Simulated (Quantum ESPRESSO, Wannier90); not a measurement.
## PbI₂ (CdI2 type): Wannier90 run

```
CELL_PARAMETERS angstrom
      4.61269     0.00000     0.00000
     -2.30635     3.99471     0.00000
      0.00000     0.00000     7.25703
ATOMIC_POSITIONS crystal
  Pb 0.00000 0.00000 0.00000
  I  0.66667 0.33333 0.74095
  I  0.33333 0.66667 0.25905
```

Cell from Materials Project (mp-22893), symmetrised, no further relaxation. COD (Crystallography Open Database) has the formula in 4 space groups, this one among them (matched by group alone). Method: PBEsol plane waves in Quantum ESPRESSO 7.5 (PseudoDojo norm-conserving files, 56 Ry, spinors with spin-orbit coupling), Bloch states on a 6×6×4 mesh through Γ, Wannier90 4.0.1. Density: 12×12×4 mesh, cold smearing 0.01 Ry.

The plane-wave run has 52 bands and 28 electrons a cell. On the energy scale of pw.x, whose zero is arbitrary, the valence-band maximum lies at 3.23 eV.

Input w.win, without the blocks of cell, atoms and k-points (144 lines):

```
num_bands = 42
num_wann = 26
exclude_bands = 1-10
spinors = true
num_iter = 1000
conv_tol = 1.0e-6
conv_window = 4
dis_num_iter = 1000
dis_conv_tol = 1.0e-6
dis_froz_max = 6.19
write_hr = true
write_u_matrices = true
begin projections
f=-0.00993,0.00152,0.00079: s;p
f=-0.34444,0.33213,-0.26060: s;p
f=0.32922,-0.34216,0.25417: s;p
end projections
mp_grid = 6 6 4
```

Question: Check the input against the numbers above: what is wrong, and how is it mended?

Answer: wannier90.x -pp stops with:
```
w90_readwrite_get_projections: too few projection functions defined
```
The projections block defines fewer trial orbitals than num_wann. Mended as below, all else unchanged, the run goes through (Ω_I = 36.3 Å²) and follows the plane-wave bands to 1.3 meV rms (states up to 2.5 eV relative to the valence-band maximum).
```
num_wann = 24
```
